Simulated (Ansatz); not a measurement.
# In$_{2}$Ag$_{5}$O$_{6}$ in Ansatz, relaxation

input.yaml:

```yaml
crystal:
  lattice:
    - [2.936765, 5.086622, 0.0]
    - [-2.936765, 5.086622, 0.0]
    - [0.0, 0.0, 6.35714]
  atoms:
    - { symbol: Ag, position: [0.0, 0.0, 0.264] }
    - { symbol: O, position: [0.397, 0.603, 0.829] }
    - { symbol: O, position: [0.0, 0.397, 0.829] }
    - { symbol: O, position: [0.603, 0.0, 0.829] }
    - { symbol: O, position: [0.603, 0.397, 0.215] }
    - { symbol: O, position: [0.0, 0.603, 0.215] }
    - { symbol: O, position: [0.397, 0.0, 0.215] }
    - { symbol: Ag, position: [0.5, 0.5, 0.522] }
    - { symbol: Ag, position: [0.0, 0.5, 0.522] }
    - { symbol: Ag, position: [0.5, 0.0, 0.522] }
    - { symbol: In, position: [0.3333, 0.3334, 0.022] }
    - { symbol: In, position: [0.6667, 0.6666, 0.022] }
    - { symbol: Ag, position: [0.0, 0.0, 0.736] }
  symmetry: { tolerance: 0.0003 }
kpoints:
  mp_grid: { grid: [5, 5, 4], shift: [0, 0, 0] }
magnetization:
  spin_polarized: false
scf:
  occupations: { method: fermi_dirac }
  lower_state_search: "off"
hamiltonian:
  pseudopotentials: { kind: paw }
  xc: pbe
basis:
  ecutwfc: 420
  fft_grid_basis: typed
relax:
  max_steps: 60
  cell: { p_target: 0.0 }
output:
  forces: true
  stress: true
  eigenvalues: true
  populations: true
  elf: true
  write_potential: true
  volumetric_format: npy
  dos:
    e_range: [-12, 8]
    de: 0.05
    projected: { site_lists: { Ag: [Ag], In: [In], O: [O] } }
  write_density: true
  bader: false
checkpoint:
  read: saved_state
```

The command:

```bash
ansatz run input.yaml --threads 2 --pin off --max-ram 3584MiB --backend cpu --events-out ev --progress --plain --runs-dir out
```

Origin of the cell: a known structure type with other elements, at an estimated volume, so it need not be a known compound.

The smearing width isn't typed, so it takes its default of 0.1 eV.

The saved state is a converged single point of the same cell.

Steps («new basis» is an SCF on plane waves selected anew at the same cell):

```csv
step,ΔF (meV/atom),max force component (eV/Å),P (GPa),volume (Å³),SCF iterations,step was
1,0.0,0.572,1.72,189.93,7,accepted
2,-11.1,0.265,0.25,191.28,7,accepted
3,-13.6,0.140,0.90,189.05,7,accepted
4,-13.9,0.079,-0.48,191.45,6,accepted
5,-14.4,0.020,0.04,190.78,6,accepted
6,-14.4,0.016,-0.03,190.89,7,accepted
7,-14.4,0.001,0.00,190.82,6,accepted
8,-14.7,0.001,0.02,190.82,7,new basis
9,-14.6,0.000,0.00,190.87,6,accepted
10,-14.7,0.000,0.00,190.87,4,new basis
```

Before:

Space group P31m (No. 157); the run's cell has a = 5.874 Å, b = 5.874 Å, c = 6.357 Å, α = 90.00°, β = 90.00°, γ = 60.00°. Shortest distances: Ag–O 2.04 Å, In–O 2.18 Å, O–O 2.74 Å, Ag–Ag 2.94 Å, In–In 3.39 Å.

After:

Space group P-31m (No. 162); the run's cell has a = 5.905 Å, b = 5.905 Å, c = 6.320 Å, α = 90.00°, β = 90.00°, γ = 60.00°. Shortest distances: Ag–O 2.08 Å, In–O 2.20 Å, O–O 2.80 Å, Ag–Ag 2.95 Å, In–In 3.41 Å, Ag–In 3.59 Å.

```yaml
crystal:
  lattice:
    - [2.95260, 5.11405, 0.00000]
    - [-2.95260, 5.11405, 0.00000]
    - [0.00000, 0.00000, 6.32046]
  atoms:
    - { symbol: Ag, position: [0.00000, 0.00000, 0.28439] }
    - { symbol: O, position: [0.37948, 0.62052, 0.82814] }
    - { symbol: O, position: [0.00000, 0.37948, 0.82814] }
    - { symbol: O, position: [0.62052, 0.00000, 0.82814] }
    - { symbol: O, position: [0.62052, 0.37948, 0.20910] }
    - { symbol: O, position: [0.00000, 0.62052, 0.20910] }
    - { symbol: O, position: [0.37948, 0.00000, 0.20910] }
    - { symbol: Ag, position: [0.50000, 0.50000, 0.51862] }
    - { symbol: Ag, position: [0.00000, 0.50000, 0.51862] }
    - { symbol: Ag, position: [0.50000, 0.00000, 0.51862] }
    - { symbol: In, position: [0.33333, 0.33333, 0.01862] }
    - { symbol: In, position: [0.66667, 0.66667, 0.01862] }
    - { symbol: Ag, position: [0.00000, 0.00000, 0.75280] }
```

| Quantity | Value |
| --- | --- |
| Free energy lowered by | 14.7 meV/atom |
| Volume change | 0.50 % |
| Final pressure | 0.00 GPa |
| Relaxation steps listed | 10 |

Caveats: no moments, though an odd count or open d shells may carry them; the relaxation held the start's symmetry, so the end may be a saddle point.

It ran for 2.7 min on 2 threads of Arm Neoverse V2, with other jobs on the host, peak memory 0.62 GiB, from a saved density.
